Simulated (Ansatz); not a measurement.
According to r²SCAN in the plane-wave PAW code Ansatz, Li in the diamond structure (Fd-3m) relaxes to a = 5.930 Å. Li has 4 nearest neighbours from 2.57 Å (tetrahedral).

Electronic character: metallic (no gap).

An equation-of-state fit gives a bulk modulus of 5.5 GPa. The relaxed-ion elastic constants in GPa are C11 = -7.4, C12 = 12.0, C44 = -42.7.

The start of the workflow was typed in or built on a structure type; neither database checked (COD, Materials Project) lists it. It is not the phase usual at ambient conditions (space group No. 229). The r²SCAN relaxation kept the symmetry of its start. At this level the phase is mechanically unstable. The volume moved by -23 % from the start of the relaxation. As this level gives no gap, shear constants depend on the k-mesh and smearing (Fermi–Dirac, 0.1 eV here).

Potentials: the later of the program's two PAW sets.
